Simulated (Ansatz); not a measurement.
InSb:
```yaml
crystal:
  lattice:
    - [0.00000, 3.01855, 3.01855]
    - [3.01855, 0.00000, 3.01855]
    - [3.01855, 3.01855, 0.00000]
  atoms:
    - { symbol: In, position: [0.00000, 0.00000, 0.00000] }
    - { symbol: Sb, position: [0.50000, 0.50000, 0.50000] }
```

This is the PBEsol-relaxed structure.

Q: All from the program Ansatz at the PBEsol level (PAW), unless another level is named. Estimate the Debye temperature from the elastic constants.

A: 168 K.

Q: Give the elastic constants (relaxed ions, GPa).

A: C11 = 120, C12 = 23.8, C44 = 6.2.

Space group Fm-3m (rock salt). The workflow started from a Materials Project entry (that database holds measured and hypothetical structures alike); the Crystallography Open Database copy checked does not list it. It is not the phase usual at ambient conditions (space group No. 216). The PBEsol relaxation kept the symmetry of its start; its stability against distortions is not shown here. As this level gives no gap, shear constants depend on the k-mesh and smearing (Fermi–Dirac, 0.1 eV here). Scalar-relativistic: spin–orbit coupling is off unless named, which matters more the heavier the elements.

Potentials: the later of the program's two PAW sets.
